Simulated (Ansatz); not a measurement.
This guess for Ca2Se is about to be relaxed.

```
CELL_PARAMETERS angstrom
2.88068 0.00000 0.00000
-1.44034 2.49474 0.00000
0.00000 0.00000 14.17917
ATOMIC_POSITIONS crystal
Ca 0.33333 0.66667 0.89786
Ca 0.33333 0.66667 0.10214
Se 0.00000 0.00000 0.00000
```

The calculation used DFT PBE, scalar-relativistic, plane waves, PAW (Ansatz). Cutoff 420 eV, Gaussian smearing, Γ-centred meshes. Cell and atoms relax first on a coarse mesh and then on a finer one. In between, the cell is made exact in the group found at 0.06 Å. In metals the finer mesh still leaves noise of several meV/atom or more. The steps can't lower the symmetry of their start. No spin polarisation.

A guess keeps its type if space group and coordination stay and the shape of the cell changes little (axis ratios within about 15 %, angles within 6°); the volume may change.

Question: Does it keep its structure type, or change into something else?

Answer: It doesn't keep its type. The symmetry stays P-6m2 (No. 187). The volume per atom shrinks by 1.3 %, from 34.0 to 33.5 Å³. The shortest distance goes from 2.21 Å (Ca–Se) to 2.96 Å (Ca–Se). The ratio c/a of the conventional cell changes by a factor of 0.36. Counting neighbours within 15 % of an atom's shortest distance, the start has Ca 3, Se 6 and the end Ca 3, Se 6. In detail, at the end Ca has 3 Se at 2.96 Å and 2 Ca at 3.50–3.68 Å; Se is surrounded by 6 Ca at 2.96 Å.

```cif
data_structure
_symmetry_space_group_name_H-M 'P-6m2'
_symmetry_Int_Tables_number 187
_cell_length_a 4.0200
_cell_length_b 4.0200
_cell_length_c 7.1837
_cell_angle_alpha 90.000
_cell_angle_beta 90.000
_cell_angle_gamma 120.000
_cell_volume 100.54
loop_
_atom_site_label
_atom_site_type_symbol
_atom_site_symmetry_multiplicity
_atom_site_Wyckoff_symbol
_atom_site_fract_x
_atom_site_fract_y
_atom_site_fract_z
_atom_site_occupancy
Ca1 Ca 2 h 0.33333 0.66667 0.74367 1
Se1 Se 1 a 0.00000 0.00000 0.00000 1
```

Formation energies are uncorrected and refer to the elements' standard structures at the same level.

Question: At what energy does it end?

Answer: −1.13 eV/atom. It lies below the elements, which doesn't yet make it stable against other compounds or structures.

The last run used a 12×12×8 mesh (in the run's order of axes) for its 3-atom cell and Gaussian smearing of 0.10 eV. The reference form of Se is held partly by dispersion forces, which this level lacks. A later test with randomly moved atoms led to a structure 77 meV/atom lower, so this end is a saddle point or a shallow minimum.
